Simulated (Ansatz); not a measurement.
Trial structures of ZrAl₂N₃: starts and ends

Level of theory: Ansatz, DFT PBE, scalar-relativistic, plane waves, PAW. Settings: cutoff 420 eV, Γ-centred meshes spaced at most about 0.3 Å⁻¹, and about 0.25 Å⁻¹ or finer for metals (2π included), Gaussian smearing. No spin polarisation in the final relaxations.

Each guess was relaxed in cell and atoms at zero pressure, within the symmetry of its start. All energies are static (0 K, no zero-point motion). Coordination counts N atoms around Al and Zr (those within 1.25 times the shortest such distance or 1.15 times the sum of covalent radii; a plus sign parts nearer from farther groups). For orderings, «n of Z unlike» gives the unlike atoms among the Z nearest shared sites at the start, averaged over those sites.

| guess | made from | start group | V start (Å³/atom) | end group | V end (Å³/atom) | coordination at the end | gap on mesh (eV) | E over the lowest end (meV/atom) |
| --- | --- | --- | --- | --- | --- | --- | --- | --- |
| 1 | Zr/Al on rock salt sites, 4.0 of 12 unlike | P-3m1 | 13.2 | P-3m1 | 9.8 | Zr 6, Al 6 | 0 | 0 |
| 2 | Zr/Al ordered on a cell of ZrN | P6_3/mmc | 13.2 | P6_3/mmc | 10.1 | Zr 6, Al 6 | 0 | 341 |
| 3 | Zr/Al ordered on a cell of ZrN | P-6m2 | 13.2 | ? | ? | ? | ? | ? |
| 4 | Zr/Al on rock salt sites, 5.3 of 12 unlike | I4/mmm | 13.2 | I4/mmm | 10.1 | Zr 6, Al 1+5 | 0 | 120 |
| 5 | Zr/Al on zinc blende sites, 4.0 of 12 unlike | P3m1 | 13.2 | P3m1 | 12.3 | Zr 4, Al 4 | 0 | 39 |

Guess 3 as it starts:

```cif
data_structure
_symmetry_space_group_name_H-M 'P-6m2'
_symmetry_Int_Tables_number 187
_cell_length_a 3.2806
_cell_length_b 3.2806
_cell_length_c 16.9531
_cell_angle_alpha 90.000
_cell_angle_beta 90.000
_cell_angle_gamma 120.000
_cell_volume 158.01
loop_
_atom_site_label
_atom_site_type_symbol
_atom_site_symmetry_multiplicity
_atom_site_Wyckoff_symbol
_atom_site_fract_x
_atom_site_fract_y
_atom_site_fract_z
_atom_site_occupancy
Zr1 Zr 2 i 0.66667 0.33333 0.16667 1
Al1 Al 1 c 0.33333 0.66667 0.00000 1
Al2 Al 2 h 0.33333 0.66667 0.33333 1
Al3 Al 1 f 0.66667 0.33333 0.50000 1
N1 N 2 g 0.00000 0.00000 0.91667 1
N2 N 2 g 0.00000 0.00000 0.25000 1
N3 N 2 g 0.00000 0.00000 0.58333 1
```

Q: Predict the end of this guess and its energy over the lowest end.

A: It ends in space group P-6m2 (No. 187), with a = 2.975 Å, c = 15.821 Å, 10.1 Å³/atom and no gap; its coordination is Zr 6, Al 6. It lies 0.35 eV/atom over the lowest end, within the noise of guess 2 and so the highest of the set. Counting N atoms around Al and Zr, this end and the lowest (guess 1) both have Zr 6, Al 6.

Space group P-6m2 (No. 187). a = 2.975 Å, b = 2.975 Å, c = 15.821 Å, α = 90.00°, β = 90.00°, γ = 120.00°
```tsv
atom	site	symmetry	x	y	z
Zr	2i	3m.	0.6667	0.3333	0.1693
Al	1c	-6m2	0.3333	0.6667	0.0000
Al	2h	3m.	0.3333	0.6667	0.3391
Al	1f	-6m2	0.6667	0.3333	0.5000
N	2g	3m.	0.0000	0.0000	0.9229
N	2g	3m.	0.0000	0.0000	0.2621
N	2g	3m.	0.0000	0.0000	0.5802
```

Energies over the elements count from the elements' standard structures at the same level (N₂ as a molecule), with no fitted energy shifts.

Q: Is the lowest end bound against the elements?

A: Yes: its formation energy is −1.21 eV/atom. Whether it is stable depends on the other phases of the system, which aren't compared here.

For metals, differences of a few meV/atom aren't resolved. A magnetic state wasn't ruled out in cells without spin, among them P3m1, P-6m2. Cells relaxed within their symmetry can be saddle points. A lower structure may well exist outside this small set. Some candidate types were left out of the draw beforehand, so a known form may be missing.
